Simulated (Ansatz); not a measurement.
Starting cell, Sn (beta-Sn type, space group I4_1/amd):

```
CELL_PARAMETERS angstrom
     -2.91656     2.91656     1.57902
      2.91656    -2.91656     1.57902
      2.91656     2.91656    -1.57902
ATOMIC_POSITIONS crystal
  Sn 0.75000 0.25000 0.50000
  Sn 0.00000 0.00000 0.00000
```

Scan: atom 2 (Sn, nearest neighbour Sn at 3.022 Å; its periodic images, 3.2 Å or more away, move with it) is displaced towards the nearest neighbour, direction (-0.965, 0.000, -0.261) in Cartesian axes, by s. The other atoms stay.

Level of theory: PBEsol (plane waves to 420 eV, PAW, scalar-relativistic; Ansatz, a first-principles code). k mesh 13×13×13 (Γ-centred), Fermi-Dirac smearing 0.05 eV. E stands for the smeared free energy. With partly filled bands, energies and forces of such displacements shift with the k mesh and the smearing. Sn was relaxed with its symmetry unable to fall. The PAW data are Ansatz's earlier set. ΔE is measured from the undisplaced structure.

Question: Give the computed ΔE (meV/cell) at s (Å) = -0.910, -0.182, 0.182, 0.546, 0.728.

Answer: 
| s (Å) | ΔE (meV/cell) |
|---|---|
| -0.910 | 2187 |
| -0.182 | 58 |
| 0.182 | 67 |
| 0.546 | 881 |
| 0.728 | 2009 |

(For displaced atoms, the force is minus the slope of the energy, and its curvature is a force constant, which sets phonon frequencies.)
